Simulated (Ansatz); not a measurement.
Li2O (anti-fluorite)

```
CELL_PARAMETERS angstrom
      0.00000     2.31309     2.31309
      2.31309     0.00000     2.31309
      2.31309     2.31309     0.00000
ATOMIC_POSITIONS crystal
  Li 0.75000 0.75000 0.75000
  Li 0.25000 0.25000 0.25000
  O  0.00000 0.00000 0.00000
```

The slice is a {100} plane (indices of the conventional cell) through the point (0.000, 0.000, 0.000) (fractional), spanned by u = [100] and v = [0 1 -1] in vectors of this cell: u (3.27 Å) and v (3.27 Å, at 90° to u). It covers one period; positions are fractions (u, v).

Level of theory: PBE (plane waves to 420 eV, PAW, scalar-relativistic; Ansatz, an electronic-structure program). k mesh 12×12×12. These are valence fields of a PAW run, semicore shells included where kept as valence: close to a nucleus they are smooth pseudo fields. Li2O was relaxed with its symmetry unable to fall.

Predict the map of the valence electron density on the slice.


```tsv
v \ u	0.00	0.14	0.29	0.43	0.57	0.71	0.86
0.93	0.8	0.4	-0.4	-1.0	-1.0	-0.4	0.4
0.86	0.5	0.2	-0.5	-1.1	-1.1	-0.5	0.2
0.79	0.1	-0.2	-0.7	-1.2	-1.2	-0.7	-0.2
0.71	-0.3	-0.5	-1.0	-1.3	-1.3	-1.0	-0.5
0.64	-0.7	-0.8	-1.2	-1.4	-1.4	-1.2	-0.8
0.57	-1.0	-1.1	-1.3	-1.5	-1.5	-1.3	-1.1
0.50	-1.1	-1.2	-1.4	-1.6	-1.6	-1.4	-1.2
0.43	-1.0	-1.1	-1.3	-1.5	-1.5	-1.3	-1.1
0.36	-0.7	-0.8	-1.2	-1.4	-1.4	-1.2	-0.8
0.29	-0.3	-0.5	-1.0	-1.3	-1.3	-1.0	-0.5
0.21	0.1	-0.2	-0.7	-1.2	-1.2	-0.7	-0.2
0.14	0.5	0.2	-0.5	-1.1	-1.1	-0.5	0.2
0.07	0.8	0.4	-0.4	-1.0	-1.0	-0.4	0.4
0.00	0.9	0.5	-0.3	-1.0	-1.0	-0.3	0.5
```

Values: log₁₀ of the valence density in e/Å³. The scale is logarithmic, as a density can span decades between atoms and voids.
